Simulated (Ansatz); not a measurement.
Surface calculation: fcc Pt (110), 4 layers

The slab is cut from the fcc crystal, the stable phase, as relaxed on PAW files (15.66 Å³/atom), with 16 Å of vacuum and a dipole correction:

```xyz
4
Lattice="2.8085 0.0000 0.0000 0.0000 3.9719 0.0000 0.0000 0.0000 20.2128" Properties=species:S:1:pos:R:3 pbc="T T T"
Pt    0.7021    0.9930    8.0000
Pt    2.1064    2.9789    9.4043
Pt    0.7021    0.9930   10.8085
Pt    2.1064    2.9789   12.2128
```

Computed with Ansatz 0.2.0; functional PBE, scalar-relativistic. Settings: a Γ-centred 14×10×1 k mesh, Fermi–Dirac smearing of 0.1 eV, no spin polarisation. Methods: LAPW: all electrons, basis error target 1 meV/atom; PAW: frozen-core files, cutoff 420 eV.

The bulk energy comes from a cell in the slab's orientation on a 14×10×14 mesh. The surface energy is (E(slab) − N·E(bulk))/2A at zero smearing, the mean of both faces; thin slabs carry quantum-size effects.

Spin–orbit coupling is left out, which matters for the heavy atoms. The cell is 1×1, so reconstructions are forbidden, and in slabs of four or five layers the relaxations can be far larger than at a real surface.

Problem. As cut, the LAPW slab lies 2.824 eV above 4 atoms of bulk. What surface energy is that?

Solution. Over two faces of 11.16 Å² it is 126.6 meV/Å², and times 16.02 J/m² per eV/Å² that gives γ = 2.028 J/m².

Problem. What do relaxation and the other method give, and what work function comes out?

Solution. 

```
method  γ as cut (J/m²)  γ relaxed (J/m²)  Φ as cut (eV)  Φ relaxed (eV)
  LAPW            2.028             1.912           5.36            5.43
   PAW            2.028             1.912           5.36            5.43
```

Problem. How do the spacings between the planes relax?

Solution. From the bottom face up: d12 -17.5 % of 1.404 Å, d23 +17.7 % of 1.404 Å, d34 -17.5 % of 1.404 Å.
